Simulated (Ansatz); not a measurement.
# Bi₂Se₃ — experiment and calculation at the nuclei

**Measured values to compare with.**

“Hyperfine coupling and spin polarization in the bulk of the topological insulator Bi2Se3”, 2014, arxiv:1407.1040 reports, for a bulk crystal: ν_Q of 209Bi 176 ± 2 kHz. On the ν_Q of 209Bi: satellite line spacing, not the full coupling constant e2qQ/h; common value for three n-doped samples.

Cell of run 1: an entry of the Crystallography Open Database (COD), taken as it stands.

```yaml
crystal:
  lattice:
    - [2.07150, 1.19598, 9.54533]
    - [-2.07150, 1.19598, 9.54533]
    - [0.00000, -2.39196, 9.54533]
  atoms:
    - { symbol: Bi, position: [0.40080, 0.40080, 0.40080] }
    - { symbol: Bi, position: [0.59920, 0.59920, 0.59920] }
    - { symbol: Se, position: [0.00000, 0.00000, 0.00000] }
    - { symbol: Se, position: [0.21170, 0.21170, 0.21170] }
    - { symbol: Se, position: [0.78830, 0.78830, 0.78830] }
```

Atoms are numbered from 1 in the order listed; like atoms form one site, named after its first atom.

All runs are DFT with Ansatz 0.2.0 (plane waves and PAW, scalar-relativistic unless spin–orbit coupling is named, Γ-centred meshes, Fermi–Dirac smearing) in this cell.

Run 1: PBE, atoms as given; 420 eV, 9×9×9 k-points, smearing 0.02 eV.
Run 2: PBE, atoms relaxed; 420 eV, 9×9×9 k-points, smearing 0.02 eV.
Run 3: r2SCAN, at the relaxed atoms; 500 eV, 9×9×9 k-points, smearing 0.02 eV.
Run 4: PBE with spin–orbit coupling, at the relaxed atoms; 420 eV, 9×9×9 k-points, smearing 0.02 eV.
Run 5: LDA, at the relaxed atoms; 420 eV, 9×9×9 k-points, smearing 0.02 eV.

Relaxed positions (PBE, cell held):

```
CELL_PARAMETERS angstrom
2.07150 1.19598 9.54533
-2.07150 1.19598 9.54533
0.00000 -2.39196 9.54533
ATOMIC_POSITIONS crystal
Bi 0.40061 0.40061 0.40061
Bi 0.59939 0.59939 0.59939
Se 0.00000 0.00000 0.00000
Se 0.21115 0.21115 0.21115
Se 0.78885 0.78885 0.78885
```

209Bi: I = 9/2, Q = -516.0 mb (Pyykkö 2018). C_Q = eQV_zz/h. ν_Q = 3|C_Q|/[2I(2I − 1)].

Problem. How well do the runs reproduce the measured values?

Solution. 

| quantity | unit | measured | run 1 | run 2 | run 3 | run 4 | run 5 |
| --- | --- | --- | --- | --- | --- | --- | --- |
| ν_Q of 209Bi | MHz | 0.176 | 0.397 | 0.348 | 0.684 | 0.107 | 0.324 |

For the ν_Q of 209Bi, the closest is run 4 (-39 %), the farthest run 3 (+288 %). Runs 1 and 2 differ in the positions of the atoms alone.

The runs hold the atoms at rest, while the measurements include thermal motion.

Newer work puts Q(²⁰⁹Bi) near −420 mb, which would lower these couplings by about a fifth. Semilocal functionals make gaps too small and can close them, so the real compound need not be a metal. In runs 1, 2, 3, 4 the gap is small for the k-mesh or the smearing, and small gradients can still move by 0.1 × 10²¹ V/m² or more. In run 5 there is no gap above 0.1 eV, so the gradients can move by 10 % or more with the k-mesh.
